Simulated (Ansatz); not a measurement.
Ta2O5:
```xyz
14
Lattice="3.8362 0.0000 0.0000 0.0000 13.0034 0.0000 0.0000 0.0000 3.8764" Properties=species:S:1:pos:R:3 pbc="T T T"
Ta     0.0000     1.8974     0.1164
Ta     0.0000    11.1060     0.1164
Ta     1.9181     4.6043     3.7599
Ta     1.9181     8.3991     3.7599
O      1.9181     2.4072     0.0106
O      1.9181    10.5961     0.0106
O      0.0000     4.0945     3.8657
O      0.0000     8.9089     3.8657
O      0.0000    11.0626     1.9752
O      0.0000     1.9408     1.9752
O      1.9181     8.4425     1.9012
O      1.9181     4.5609     1.9012
O      1.9181     6.5017     3.8521
O      0.0000     0.0000     0.0243
```

Relaxed with r²SCAN.

Q: Give the Bader charges and basin volumes of the independent atoms, r²SCAN (plane waves, PAW; program Ansatz).

A: 

```csv
atom,Bader charge (e),Bader volume (Å³)
Ta1,+3.07,9.3
O5,-1.28,13.4
O9,-1.19,15.5
O13,-1.20,17.7
```

Space group Pmmn. The first step of the workflow began from a Materials Project structure, measured or hypothetical; the Crystallography Open Database copy checked does not list it. COD files the formula under space group No. 49. Whether it is the stable phase at ambient conditions was not checked. Symmetry was held in the r²SCAN relaxation; its stability against distortions is not shown here. No spin polarisation was allowed. Scalar-relativistic: spin–orbit coupling is off unless named, which matters more the heavier the elements.

Potentials: the later of the program's two PAW sets.
